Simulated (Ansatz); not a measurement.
CrGe in space group P2_13 (No. 198; Cr on 4a, Ge on 4a) under volume change, PBEsol in the plane-wave PAW code Ansatz, shape and atoms relaxed at each volume.

| V (Å³/atom) | E − E(relaxed) (meV/atom) | P (GPa) |
|---|---|---|
| 11.813 | 68.7 | 20.74 |
| 12.202 | 28.8 | 12.38 |
| 12.591 | 6.8 | 5.79 |
| 12.981 | 0.0 | 0.00 |
| 13.370 | 5.9 | -4.72 |
| 13.760 | 22.5 | -8.95 |
| 14.149 | 48.8 | -12.46 |

**Question.** What does a third-order Birch–Murnaghan fit give for V₀, B₀ and B′?

**Answer.** V₀ = 12.98 Å³/atom, B₀ = 176 GPa, B′ = 4.6.

The workflow started from a Materials Project entry (that database holds measured and hypothetical structures alike); the Crystallography Open Database copy checked does not list it. Whether it is the stable phase at ambient conditions was not checked. Symmetry was held in the PBEsol relaxation; whether a distortion lowers the energy is not shown. The final state is ferromagnetic, chosen from 4 collinear starts compared on coarse meshes (ties went to the first, and starts can fall back to one state), not a proven ground state.

Potentials: the later of the program's two PAW sets.
